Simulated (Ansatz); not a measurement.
Starting cell, HfO2 (tetragonal-ZrO2 type, space group P4_2/nmc):

```
CELL_PARAMETERS angstrom
      3.60482     0.00000     0.00000
      0.00000     3.60482     0.00000
      0.00000     0.00000     5.26502
ATOMIC_POSITIONS crystal
  Hf 0.00000 0.00000 0.00000
  Hf 0.50000 0.50000 0.50000
  O  0.00000 0.50000 0.19324
  O  0.00000 0.50000 0.69324
  O  0.50000 0.00000 0.30676
  O  0.50000 0.00000 0.80676
```

Scan: atom 5 (O, nearest neighbour Hf at 2.070 Å; its periodic images, 3.6 Å or more away, move with it) is displaced towards the nearest neighbour, direction (0.000, -0.871, 0.492) in Cartesian axes, by s. The other atoms stay.

Computed with PBE (plane waves to 420 eV, PAW, scalar-relativistic; Ansatz, a quantum-chemistry and plane-wave program). k mesh 7×7×5 (Γ-centred), Fermi-Dirac smearing 0.05 eV. E stands for the smeared free energy. Left out: 2 of 11 points, with atoms too close for the PAW data. F∥ is the force on the atom along that direction. HfO2 is run without spin polarisation. HfO2 was relaxed with its symmetry unable to fall. Spin-orbit coupling is left out, though Hf is heavy. The PAW data are Ansatz's earlier set. This is a high-temperature form of HfO2. ΔE is measured from the undisplaced structure.

Question: What ΔE (meV/cell) and F∥ (eV/Å) does the calculation give at s (Å) = -0.246, -0.164, -0.082, 0.082, 0.246?

Answer: 
```json
[
 {"s (Å)": "-0.246", "ΔE (meV/cell)": "413", "F∥ (eV/Å)": "3.077"},
 {"s (Å)": "-0.164", "ΔE (meV/cell)": "195", "F∥ (eV/Å)": "2.232"},
 {"s (Å)": "-0.082", "ΔE (meV/cell)": "52", "F∥ (eV/Å)": "1.224"},
 {"s (Å)": "0.082", "ΔE (meV/cell)": "60", "F∥ (eV/Å)": "-1.518"},
 {"s (Å)": "0.246", "ΔE (meV/cell)": "646", "F∥ (eV/Å)": "-6.064"}
]
```

(A displaced cell: forces are minus the slopes of the energy, force constants its curvatures, and phonons follow from these.)
